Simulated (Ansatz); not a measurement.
**Formation energy of AuCu3-type SrGa₃**

Level of theory: DFT, PBEsol, scalar-relativistic, no spin polarisation; plane waves to 420 eV with PAW datasets (Ansatz 0.2.0), 8×8×8 k-mesh, Gaussian smearing of 0.05 eV. The datasets are Ansatz's generated set soft_2.

The start was a prototype's sites filled with these elements, not a measured cell.

Symmetry: Pm-3m, No. 221, cubic system. Conventional cell: a = 4.429 Å, b = 4.429 Å, c = 4.429 Å, α = 90.00°, β = 90.00°, γ = 90.00°. Around Sr (site symmetry m-3m) lie 12 Ga at 3.13 Å. Around Ga (site symmetry 4/mmm) lie 4 Sr at 3.13 Å and 8 Ga at 3.13 Å. (Neighbours are counted to 15 % beyond the shortest distance.)

The elements were computed in their standard states with the same datasets, cutoff and functional. Total energies depend on the potentials used, so only differences within one code and one set of settings carry meaning.

Energy of the relaxed cell (4 atoms, smearing extrapolated to zero): -14722.689 eV. Elements, in eV/atom: Sr -3492.213, Ga -3743.203.

Problem. What is the formation energy?

Solution. [-14722.689 − (1 × -3492.213 + 3 × -3743.203)] / 4 = -0.22 eV/atom, or -21 kJ per mole of atoms.

The value is for 0 K, without zero-point energy. A negative value shows stability against the elements alone, not against other compounds or structures.

With 49 valence electrons in the calculation's cell and no magnetic order, the bands, two electrons each, can't all be full or empty: band theory demands a metal.
